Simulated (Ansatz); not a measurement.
**Trends among crystals of one structure type (P4/mmm)**

All 4 crystals share space group P4/mmm (No. 123) and the same kinds of sites, 2 atoms in the primitive cell. They are database entries and needn't be the stable phases. The set is a selection: crystals with a Fermi surface that the mesh didn't resolve were left out. Cells are relaxed by PAW under the functional.

Quantity: Fermi-surface sums. Level: PBEsol, all-electron LAPW in Ansatz 0.2.0, scalar-relativistic.

| crystal | cell (conventional) | fine k mesh | smearing (eV) | N(E_F) (states/eV/atom) | ħω_p (r.m.s. of x, y, z) (eV) | Fermi speed (10⁶ m/s) |
| --- | --- | --- | --- | --- | --- | --- |
| ZnPt | a = 2.835, c = 3.471 Å | 20×20×16 | 0.05 | 0.22 | 7.6 | 1.15 |
| CdPt | a = 2.943, c = 3.841 Å | 20×20×16 | 0.10 | 0.27 | 7.2 | 1.05 |
| TaRu | a = 3.024, c = 3.387 Å | 20×20×16 | 0.05 | ? | ? | ? |
| TiAl | a = 2.800, c = 4.029 Å | 20×20×16 | 0.10 | 0.87 | 4.9 | 0.39 |

Problem. What did the calculation give for TaRu?

Solution. N(E_F) = 0.96 states/eV/atom, ħω_p (r.m.s. of x, y, z) = 7.2 eV, Fermi speed = 0.53×10⁶ m/s.

Limits of these numbers: no spin-orbit coupling on heavy atoms (ZnPt, CdPt, TaRu); these sums move with the mesh, by several per cent and more for small sheets.
